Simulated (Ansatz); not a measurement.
Equation of state of lithium, omega (AlB2-type)

Theory: DFT, LDA (PW92), plane waves (420 eV) with PAW, scalar-relativistic (Ansatz 0.2.0). (PAW data from PBE, frozen cores regenerated.)

The cell is scaled uniformly from the relaxed one, with fractional coordinates and shape fixed. Energies are extrapolated to zero smearing, pressures are those at the given smearing. Magnetic state: spin not included.

```csv
V (Å³/atom),E − E₀ (meV/atom),P (GPa)
16.691,15.7,2.41
17.450,6.6,1.48
18.209,1.6,0.70
18.968,0.0,0.04
19.726,1.2,-0.51
20.485,4.8,-0.97
21.244,10.4,-1.36
```

(1) Fit a third-order Birch-Murnaghan equation.

Results:

(1) V₀ = 19.00 Å³/atom, B₀ = 14.9 GPa, B₀′ = 3.4.
